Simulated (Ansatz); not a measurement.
Two Ansatz runs on Ti

The cell is the one relaxed in the Materials Project (mp-46), not relaxed further here; entries there can be hypothetical. The listed cell was then made from it by scaling, straining or moving an atom.

First run: DFT, LDA, PAW with Ansatz's default frozen-core files, scalar-relativistic (Ansatz 0.2.0).

Command: `ansatz run input.yaml --threads 1 --pin off --max-ram 2048MiB --backend cpu --events-out ev --progress --plain --runs-dir out` The run took 2.9 s on 1 thread of AMD EPYC 7R43 64-Core Processor (Zen 3), on a shared host, peak memory 0.4 GiB.

```yaml
crystal:
  lattice:
    - [2.8859641405, 0.0, 0.0]
    - [-1.4429820702, 2.4993182601, 0.0]
    - [0.0, 0.0, 4.5621823725]
  atoms:
    - { symbol: Ti, position: [0.3333333333, 0.6666666667, 0.25] }
    - { symbol: Ti, position: [0.6666666667, 0.3333333333, 0.75] }
kpoints:
  mp_grid: { grid: [13, 13, 7] }
scf:
  occupations: { method: fermi_dirac, width: 0.05 }
hamiltonian:
  xc: lda
  pseudopotentials: { kind: paw }
output:
  forces: true
  stress: true
  eigenvalues: true
  efg: { contact_densities: true }
```

Result: converged; pressure -2.58 GPa; no gap on the k mesh; 6 SCF iterations.

A second input differs as follows:

```diff
@@ -10,5 +10,7 @@
   mp_grid: { grid: [13, 13, 7] }
 scf:
-  occupations: { method: fermi_dirac, width: 0.05 }
+  occupations: { method: fermi_dirac, width: 0.3 }
+  n_extra_bands: 0
+  max_iter: 60
 hamiltonian:
   xc: lda
```

**Question.** What is wrong with it, and what does the program do?

**Answer.** The fault is too few bands. The run refused before any iteration. The log ends:
```
Error: inconsistent input (scf.n_extra_bands, scf.occupations.method): n_bands = 12 leaves no empty band above the 12 bands per channel that the deck's 24 electrons occupy, and the occupations search for the Fermi level (a smearing at a finite width, or tetrahedra): a level found among occupied bands alone can fill a metal as an insulator; raise scf.n_extra_bands until at least 13 bands are solved (omitted, it auto-derives to 18) (see scf.n_extra_bands in the input reference)
```
